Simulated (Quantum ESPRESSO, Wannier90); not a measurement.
Wannierisation of Fe$_{3}$Si (Fm-3m)

```
begin unit_cell_cart
ang
    0.0000000000    2.8136950000    2.8136950000
    2.8136950000    0.0000000000    2.8136950000
    2.8136950000    2.8136950000    0.0000000000
end unit_cell_cart
begin atoms_frac
Fe  -0.2500000000 -0.2500000000 -0.2500000000
Fe   0.2500000000  0.2500000000  0.2500000000
Fe   0.5000000000  0.5000000000  0.5000000000
Si   0.0000000000  0.0000000000  0.0000000000
end atoms_frac
```

Structure: Materials Project mp-2199, symmetrised, not relaxed again. COD (Crystallography Open Database) has an entry of this formula and space group (matched by these alone). Level: PBEsol, spinors with spin-orbit coupling, ferromagnetic start along z; pw.x of Quantum ESPRESSO at 72 Ry with PseudoDojo potentials, 4×4×4 k-points, Wannier90. Density: 14×14×14 mesh, cold smearing 0.01 Ry. Only the ferromagnetic state was computed; other magnetic orders were not tried.

A tight-binding model is made by disentanglement and projection with no localisation steps (num_iter = 0), so the 62 orbitals stay atom-like: hydrogen-like Fe: s;p;d; Si: s;p, axes along x, y, z; frozen window up to 3.00 eV relative to the Fermi level. It follows pw.x to 13 meV rms for states up to 1.0 eV relative to the Fermi level. Matrix elements depend on this choice of orbitals and windows.

### Question
What are the on-site energies relative to the Fermi level, and how fast do the hoppings decay?

### Answer
```csv
atom,orbitals,energy (eV)
Fe1,s↑,6.98
Fe1,s↓,7.19
Fe1,pz↑ px↑ py↑,12.19
Fe1,pz↓ px↓ py↓,12.03
Fe1,dz2↑ dx2-y2↑,-1.85
Fe1,dz2↓ dx2-y2↓,-0.25
Fe1,dxz↑ dyz↑ dxy↑,-1.82
Fe1,dxz↓ dyz↓ dxy↓,-0.53
Fe2,s↑,6.98
Fe2,s↓,7.19
Fe2,pz↑ px↑ py↑,12.19
Fe2,pz↓ px↓ py↓,12.03
Fe2,dz2↑ dx2-y2↑,-1.85
Fe2,dz2↓ dx2-y2↓,-0.25
Fe2,dxz↑ dyz↑ dxy↑,-1.82
Fe2,dxz↓ dyz↓ dxy↓,-0.53
Fe3,s↑,7.72
Fe3,s↓,8.36
Fe3,pz↑ pz↓ px↑ py↑,12.33
Fe3,px↓ py↓,12.41
Fe3,dz2↑ dx2-y2↑,-2.98
Fe3,dz2↓ dx2-y2↓,0.14
Fe3,dxz↑ dyz↑ dxy↑,-2.60
Fe3,dxz↓ dyz↓ dxy↓,-0.33
Si4,s↑,-0.18
Si4,s↓,-0.28
Si4,pz↑ px↑ py↑,6.46
Si4,pz↓ px↓ py↓,6.29
```

| distance of the centres (Å) | largest modulus (eV) |
|---|---|
| 2–3 | 2.5 |
| 3–4 | 0.37 |
| 4–5 | 0.47 |
| 5–6 | 0.24 |
